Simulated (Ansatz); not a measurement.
## Notes on GaMo3

```xyz
8
Lattice="4.9980 0.0000 0.0000 0.0000 4.9980 0.0000 0.0000 0.0000 4.9980" Properties=species:S:1:pos:R:3 pbc="T T T"
Ga    0.0000    0.0000    0.0000
Ga    2.4990    2.4990    2.4990
Mo    1.2495    0.0000    2.4990
Mo    2.4990    3.7485    0.0000
Mo    3.7485    0.0000    2.4990
Mo    2.4990    1.2495    0.0000
Mo    0.0000    2.4990    3.7485
Mo    0.0000    2.4990    1.2495
```

Method: m-r2SCAN, no spin polarisation; PAW, plane waves to 500 eV, 7×7×7 Γ-centred mesh, fermi-dirac occupations (width 0.1 eV) (Ansatz 0.2.0), atoms fixed.

Are the atoms at rest?

The forces vanish by the symmetry of the sites.

How is the charge shared?

Bader charges in e: Ga -0.29, Mo +0.10. In the mean Mo gives up most and Ga takes most, against the order of Pauling's electronegativities.

What does the stress say?

The pressure is -8.0 GPa (compression positive), so with the atoms held at these fractions the cell would first shrink.

Is there a gap?

It is a metal, with about 3.6 states/eV a cell as the mean within 0.25 eV of the Fermi level, mostly Mo d (89 %).

What do density and ELF say about some of the short contacts?

Mo–Mo at 2.50 Å: least valence density 0.57 e/Å³ and ELF 0.31 there. Ga–Mo at 2.79 Å: least valence density 0.27 e/Å³ and ELF 0.25 there. Both are smooth PAW fields, read partly inside the augmentation spheres.

Origin: a database entry at a rescaled volume. Caveats: m-r2SCAN is r2SCAN with a changed spin dependence that lowers moments.
